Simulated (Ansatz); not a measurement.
Starting cell, SrO (rock salt):

```yaml
crystal:
  lattice:
    - [0.00000, 5.15993, 5.15993]
    - [2.57997, 0.00000, 2.57997]
    - [2.57997, 2.57997, 0.00000]
  atoms:
    - { symbol: O, position: [0.00000, 0.00000, 0.00000] }
    - { symbol: O, position: [0.50000, 0.00000, 0.00000] }
    - { symbol: Sr, position: [0.25000, 0.50000, 0.50000] }
    - { symbol: Sr, position: [0.75000, 0.50000, 0.50000] }
```

The atoms are displaced by Q × the pattern below (from a DFPT mode at L = (0.5, 0.0, 0.0), largest move 1; Q in Å), at fixed cell. It is one choice among 2 degenerate patterns. (q is in reciprocal vectors of the primitive cell; the cell shown is doubled to hold the pattern.)

```
atom       x       y       z
----  ------  ------  ------
Sr3    0.285  -0.520   0.805
Sr4   -0.285   0.520  -0.805
```

Atoms not listed stay in place.

Computed with r2SCAN (plane waves to 500 eV, PAW, scalar-relativistic; Ansatz, a quantum-chemistry and plane-wave program). k mesh 11×11×11 (Γ-centred), Fermi-Dirac smearing 0.05 eV. SrO was relaxed with its symmetry unable to fall. 

| Q (Å) | −dE/dQ from forces (eV/Å) |
|---|---|
| -0.100 | 0.742 |
| -0.083 | 0.617 |
| -0.067 | 0.492 |
| -0.050 | 0.369 |
| -0.033 | 0.246 |
| -0.017 | 0.123 |
| 0.000 | 0.000 |
| 0.017 | -0.123 |
| 0.033 | -0.246 |
| 0.050 | -0.369 |
| 0.067 | -0.492 |
| 0.083 | -0.617 |
| 0.100 | -0.742 |

**Question.** What harmonic wavenumber does the curvature at Q = 0 give?

**Answer.** 107 cm⁻¹. E″ = 7.36 eV/Å², M = Σ mᵢ|uᵢ|² = 175.2 u, ν̃ = 521.5·√(|E″|/M).

(A displaced cell: forces are minus the slopes of the energy, force constants its curvatures, and phonons follow from these.)
